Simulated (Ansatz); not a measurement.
Si₂W:
```
CELL_PARAMETERS angstrom
     -1.60561     1.60561     3.90242
      1.60561    -1.60561     3.90242
      1.60561     1.60561    -3.90242
ATOMIC_POSITIONS crystal
  W  0.00000 0.00000 0.00000
  Si 0.33481 0.33481 0.00000
  Si 0.66519 0.66519 0.00000
```

Relaxed with r²SCAN.

Task: Map the electron localisation function on the plane through (0.000, 0.000, 0.000) spanned by u = [1, 1, 0] and v = [1, -1, 0] in lattice vectors, from the program Ansatz at the r²SCAN level (PAW).

Result: x is the fraction of u, y of v (the angle between them is 90°; rows are the nearest grid lines); atoms in the plane: W at (0.00, 0.00), W at (0.50, 0.50), Si at (0.33, 0.00), Si at (0.83, 0.50), Si at (0.17, 0.50), Si at (0.67, 0.00).
```
|0178523799734841255555521484379973258710|
|1388523799733422356556532243379973258831|
|7898424799842224676666764222489974248987|
|9986334789865567876666787655689874336899|
|7654346778887889876556789887888776434567|
|3334567777788898764334678988877777654333|
|2346788887778887543223457888777888876432|
|4568999888877764334554334677788889998654|
|5678887678887643468888643467888767888765|
|5677653347998533589889853358997433567765|
|5665322225998523797447973258995222235665|
|5554225535998523784004873258995355224555|
|5554225535998523784004873258995355224555|
|5665322225998523797447973258995222235665|
|5677653347998533589889853358997433567765|
|5678887678887643468888643467888767888765|
|4568999888877764334554334677788889998654|
|2346788887778887543223457888777888876432|
|3334567777788898764334678988877777654333|
|7654346778887889876556789887888776434567|
|9986334789865567876666787655689874336899|
|7898424799842224676666764222489974248987|
|1388523799733422356556532243379973258831|
|0178523799734841255555521484379973258710|
```
Scale: ten equal steps from 0.013 (start of '0') to 0.788 (end of '9'), in the order '0123456789'; x runs from 0.000 to 1.00, y from 0.000 (bottom) to 1.00 (top).

The density is the valence pseudo-density with augmentation charge, so density and ELF within about 1 Å of a nucleus are not all-electron values.

Space group I4/mmm (MoSi2 or CaC2 type). The r²SCAN relaxation kept the symmetry of its start; of distortions, only those at the zone centre were tested. No spin polarisation was allowed. Scalar-relativistic: spin–orbit coupling is off unless named, which matters more the heavier the elements.

Potentials: the later of the program's two PAW sets.
